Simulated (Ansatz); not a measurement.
InPt3N (anti-perovskite, space group No. 221) at seven volumes, DFT-PBE in the program Ansatz with PAW potentials, scaled uniformly. One row is withheld.

```
V (Å³/atom)  P (GPa)
-----------  -------
14.069         21.95
14.533         13.24
14.997          6.01
15.461          0.00
15.925         -4.98
16.388         -9.10
16.852             ?
```

Question: Fit the shown pressures and predict the withheld one.

Answer: Third-order Birch–Murnaghan: P = (3/2)B₀(x^(7/2) − x^(5/2))[1 + (3/4)(B′ − 4)(x − 1)] with x = (V₀/V)^(2/3). Least squares on the six rows gives V₀ = 15.461 Å³/atom, B₀ = 181.9 GPa, B′ = 5.20. At V = 16.852, x = 0.9442 and P = -12.53 GPa. The run itself gave -12.50 GPa.

Space group Pm-3m (anti-perovskite). The start of the workflow was typed in or built on a structure type; neither database checked (COD, Materials Project) lists it. Whether it is the stable phase at ambient conditions was not checked. Symmetry was held in the PBE relaxation; its stability against distortions is not shown here. The run is not spin-polarised. The volume moved by 20 % from the start of the relaxation. Its formation energy is positive at this level, so the cell may be metastable or incomplete. Spin–orbit coupling is left out wherever it is not named.

Potentials: the earlier of the program's two PAW sets.
